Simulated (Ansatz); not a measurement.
Consider the following.

GaPt₃:
Space group Pm-3m (No. 221); a = 3.890 Å, b = 3.890 Å, c = 3.890 Å, α = 90.00°, β = 90.00°, γ = 90.00°

```json
[
 {"atom": "Ga", "site": "1a", "symmetry": "m-3m", "x": "0.0000", "y": "0.0000", "z": "0.0000"},
 {"atom": "Pt", "site": "3c", "symmetry": "4/mm.m", "x": "0.0000", "y": "0.5000", "z": "0.5000"}
]
```

This is the PBEsol-relaxed structure.

**Question.** All from the program Ansatz at the PBEsol level (PAW), unless another level is named. Predict the bulk modulus (Birch–Murnaghan fit).

**Answer.** 248 GPa.

**Question.** What about the highest zone-centre frequency?

**Answer.** 198 cm⁻¹.

The first step of the workflow began from a Materials Project structure, measured or hypothetical; the Crystallography Open Database copy checked does not list it. COD files the formula under space group No. 127. Whether it is the stable phase at ambient conditions was not checked. The cell was relaxed with PBEsol under the symmetry of its start; whether a distortion lowers the energy is not shown. No spin polarisation was allowed. As this level gives no gap, phonon frequencies hold no LO–TO term and depend on the k-mesh and smearing (Fermi–Dirac, 0.1 eV here). Scalar-relativistic: spin–orbit coupling is off unless named, which matters more the heavier the elements.

Potentials: the later of the program's two PAW sets.
